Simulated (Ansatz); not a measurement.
TePt:
Space group Cmcm (No. 63); a = 3.9827 Å, b = 10.7889 Å, c = 3.8893 Å, α = β = γ = 90.00°

```tsv
atom	site	symmetry	x	y	z
Te	4c	m2m	0.0000	0.6431	0.2500
Pt	4c	m2m	0.0000	0.1098	0.7500
```
(The calculation used a cell of 4 atoms; values per cell refer to that cell.)

Relaxed at zero pressure with DFT-r²SCAN in the program Ansatz with PAW potentials.

The volume is lowered by 3 % and shape and atoms relax at that volume. What pressure results, and how do the axes share the change?

3.8 GPa; a -0.6 %, b -1.5 %, c -0.9 %; the energy rises by 7 meV/atom.

Give the new structure.


Space group Cmcm (No. 63); a = 3.958 Å, b = 10.629 Å, c = 3.853 Å, α = β = γ = 90.00°

```
atom  site  symmetry       x       y       z
----  ----  --------  ------  ------  ------
Te      4c       m2m  0.0000  0.6429  0.2500
Pt      4c       m2m  0.0000  0.1073  0.7500
```

The phase is kept; no other phase was compared at this pressure.

The start of the workflow was typed in or built on a structure type; neither database checked (COD, Materials Project) lists it. COD files the formula under space group No. 166, 194. Whether it is the stable phase at ambient conditions was not checked. The cell was relaxed with r²SCAN under the symmetry of its start; whether a distortion lowers the energy is not shown. The run is not spin-polarised. Spin–orbit coupling is left out wherever it is not named.

Potentials: the later of the program's two PAW sets.
